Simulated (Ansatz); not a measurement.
A relaxation computed with Ansatz, from input to last step.

```yaml
crystal:
  lattice:
    - [-5.1018230641, 5.1018230641, 5.1018230641]
    - [5.1018230641, -5.1018230641, 5.1018230641]
    - [5.1018230641, 5.1018230641, -5.1018230641]
  atoms:
    - { symbol: Si, position: [0.3129806207, 0.3129806207, 0.3129806207] }
    - { symbol: Si, position: [0.0, 0.3129806207, 0.0] }
    - { symbol: Si, position: [0.0, 0.0, 0.3129806207] }
    - { symbol: Si, position: [0.3129806207, 0.0, 0.0] }
    - { symbol: Si, position: [0.0, 0.0, 0.6870193793] }
    - { symbol: Si, position: [0.6870193793, 0.0, 0.0] }
    - { symbol: Si, position: [0.0, 0.6870193793, 0.0] }
    - { symbol: Si, position: [0.6870193793, 0.6870193793, 0.6870193793] }
    - { symbol: O, position: [0.5, 0.5, 0.5] }
    - { symbol: O, position: [0.0, 0.5, 0.0] }
    - { symbol: O, position: [0.0, 0.0, 0.5] }
    - { symbol: O, position: [0.5, 0.0, 0.0] }
    - { symbol: O, position: [0.1863226341, 0.1863226341, 0.3726452681] }
    - { symbol: O, position: [0.1863226341, 0.3726452681, 0.1863226341] }
    - { symbol: O, position: [0.8136773659, 0.0, 0.1863226341] }
    - { symbol: O, position: [0.0, 0.8136773659, 0.1863226341] }
    - { symbol: O, position: [0.3726452681, 0.1863226341, 0.1863226341] }
    - { symbol: O, position: [0.1863226341, 0.8136773659, 0.0] }
    - { symbol: O, position: [0.8136773659, 0.1863226341, 0.0] }
    - { symbol: O, position: [0.1863226341, 0.0, 0.8136773659] }
    - { symbol: O, position: [0.6273547319, 0.8136773659, 0.8136773659] }
    - { symbol: O, position: [0.8136773659, 0.6273547319, 0.8136773659] }
    - { symbol: O, position: [0.0, 0.1863226341, 0.8136773659] }
    - { symbol: O, position: [0.8136773659, 0.8136773659, 0.6273547319] }
basis:
  ecutwfc: 500
kpoints:
  mp_grid: { grid: [4, 4, 4] }
hamiltonian:
  xc: r2scan
scf:
  occupations: { method: gaussian, width: 0.02 }
output:
  forces: true
  stress: true
  eigenvalues: true
relax:
  adjacent_minimum: "off"
  f_tol: 0.01
  max_steps: 30
```

```bash
ansatz run input.yaml --threads 4 --pin off --max-ram 10240MiB --backend cpu --events-out ev --progress --plain --runs-dir out
```

These are results of Ansatz, DFT r2SCAN, scalar-relativistic, plane waves, PAW, not measurements.

The volume is held at 1.1 times that of the relaxed cell.

Of 4 frames 3 are shown, positions in Å and forces in eV/Å; the SCF threshold varies from step to step.

```xyz
24
Lattice="-5.1018 5.1018 5.1018 5.1018 -5.1018 5.1018 5.1018 5.1018 -5.1018" Properties=species:S:1:pos:R:3:forces:R:3 pbc="T T T" step=1 free_energy_over_end_meV_per_atom=1.82
Si    1.5968    1.5968    1.5968   -0.0743   -0.0743   -0.0743
Si    1.5968   -1.5968    1.5968   -0.0743    0.0743   -0.0743
Si    1.5968    1.5968   -1.5968   -0.0743   -0.0743    0.0743
Si   -1.5968    1.5968    1.5968    0.0743   -0.0743   -0.0743
Si    3.5051    3.5051   -3.5051    0.0743    0.0743   -0.0743
Si   -3.5051    3.5051    3.5051   -0.0743    0.0743    0.0743
Si    3.5051   -3.5051    3.5051    0.0743   -0.0743    0.0743
Si    3.5051    3.5051    3.5051    0.0743    0.0743    0.0743
O     2.5509    2.5509    2.5509    0.0000    0.0000    0.0000
O     2.5509   -2.5509    2.5509    0.0000    0.0000    0.0000
O     2.5509    2.5509   -2.5509    0.0000    0.0000    0.0000
O    -2.5509    2.5509    2.5509    0.0000    0.0000    0.0000
O     1.9012    1.9012    0.0000   -0.2076   -0.2076    0.0000
O     1.9012    0.0000    1.9012   -0.2076    0.0000   -0.2076
O    -3.2007    5.1018    3.2007   -0.2076    0.0000    0.2076
O     5.1018   -3.2007    3.2007    0.0000   -0.2076    0.2076
O     0.0000    1.9012    1.9012    0.0000   -0.2076   -0.2076
O     3.2007   -3.2007    5.1018    0.2076   -0.2076    0.0000
O    -3.2007    3.2007    5.1018   -0.2076    0.2076    0.0000
O     3.2007    5.1018   -3.2007    0.2076    0.0000   -0.2076
O     5.1018    3.2007    3.2007    0.0000    0.2076    0.2076
O     3.2007    5.1018    3.2007    0.2076    0.0000    0.2076
O     5.1018    3.2007   -3.2007    0.0000    0.2076   -0.2076
O     3.2007    3.2007    5.1018    0.2076    0.2076    0.0000
24
Lattice="-5.1018 5.1018 5.1018 5.1018 -5.1018 5.1018 5.1018 5.1018 -5.1018" Properties=species:S:1:pos:R:3:forces:R:3 pbc="T T T" step=2 free_energy_over_end_meV_per_atom=0.78
Si    1.5954    1.5954    1.5954   -0.0333   -0.0333   -0.0333
Si    1.5954   -1.5954    1.5954   -0.0333    0.0333   -0.0333
Si    1.5954    1.5954   -1.5954   -0.0333   -0.0333    0.0333
Si   -1.5954    1.5954    1.5954    0.0333   -0.0333   -0.0333
Si    3.5064    3.5064   -3.5064    0.0333    0.0333   -0.0333
Si   -3.5064    3.5064    3.5064   -0.0333    0.0333    0.0333
Si    3.5064   -3.5064    3.5064    0.0333   -0.0333    0.0333
Si    3.5064    3.5064    3.5064    0.0333    0.0333    0.0333
O     2.5509    2.5509    2.5509    0.0000    0.0000    0.0000
O     2.5509   -2.5509    2.5509    0.0000    0.0000    0.0000
O     2.5509    2.5509   -2.5509    0.0000    0.0000    0.0000
O    -2.5509    2.5509    2.5509    0.0000    0.0000    0.0000
O     1.8956    1.8956    0.0000   -0.1391   -0.1391    0.0000
O     1.8956    0.0000    1.8956   -0.1391    0.0000   -0.1391
O    -3.2062    5.1018    3.2062   -0.1391    0.0000    0.1391
O     5.1018   -3.2062    3.2062    0.0000   -0.1391    0.1391
O     0.0000    1.8956    1.8956    0.0000   -0.1391   -0.1391
O     3.2062   -3.2062    5.1018    0.1391   -0.1391    0.0000
O    -3.2062    3.2062    5.1018   -0.1391    0.1391    0.0000
O     3.2062    5.1018   -3.2062    0.1391    0.0000   -0.1391
O     5.1018    3.2062    3.2062    0.0000    0.1391    0.1391
O     3.2062    5.1018    3.2062    0.1391    0.0000    0.1391
O     5.1018    3.2062   -3.2062    0.0000    0.1391   -0.1391
O     3.2062    3.2062    5.1018    0.1391    0.1391    0.0000
24
Lattice="-5.1018 5.1018 5.1018 5.1018 -5.1018 5.1018 5.1018 5.1018 -5.1018" Properties=species:S:1:pos:R:3:forces:R:3 pbc="T T T" step=4 free_energy_over_end_meV_per_atom=0.00
Si    1.5935    1.5935    1.5935    0.0064    0.0064    0.0064
Si    1.5935   -1.5935    1.5935    0.0064   -0.0064    0.0064
Si    1.5935    1.5935   -1.5935    0.0064    0.0064   -0.0064
Si   -1.5935    1.5935    1.5935   -0.0064    0.0064    0.0064
Si    3.5083    3.5083   -3.5083   -0.0064   -0.0064    0.0064
Si   -3.5083    3.5083    3.5083    0.0064   -0.0064   -0.0064
Si    3.5083   -3.5083    3.5083   -0.0064    0.0064   -0.0064
Si    3.5083    3.5083    3.5083   -0.0064   -0.0064   -0.0064
O     2.5509    2.5509    2.5509    0.0000    0.0000    0.0000
O     2.5509   -2.5509    2.5509    0.0000    0.0000    0.0000
O     2.5509    2.5509   -2.5509    0.0000    0.0000    0.0000
O    -2.5509    2.5509    2.5509    0.0000    0.0000    0.0000
O     1.8849    1.8849    0.0000   -0.0023   -0.0023    0.0000
O     1.8849    0.0000    1.8849   -0.0023    0.0000   -0.0023
O    -3.2169    5.1018    3.2169   -0.0023    0.0000    0.0023
O     5.1018   -3.2169    3.2169    0.0000   -0.0023    0.0023
O     0.0000    1.8849    1.8849    0.0000   -0.0023   -0.0023
O     3.2169   -3.2169    5.1018    0.0023   -0.0023    0.0000
O    -3.2169    3.2169    5.1018   -0.0023    0.0023    0.0000
O     3.2169    5.1018   -3.2169    0.0023    0.0000   -0.0023
O     5.1018    3.2169    3.2169    0.0000    0.0023    0.0023
O     3.2169    5.1018    3.2169    0.0023    0.0000    0.0023
O     5.1018    3.2169   -3.2169    0.0000    0.0023   -0.0023
O     3.2169    3.2169    5.1018    0.0023    0.0023    0.0000
```

It took 2.3 min on 4 threads of Intel(R) Xeon(R) Processor @ 2.50GHz (Skylake/Cascade Lake), on a shared host, peak memory 2.9 GiB.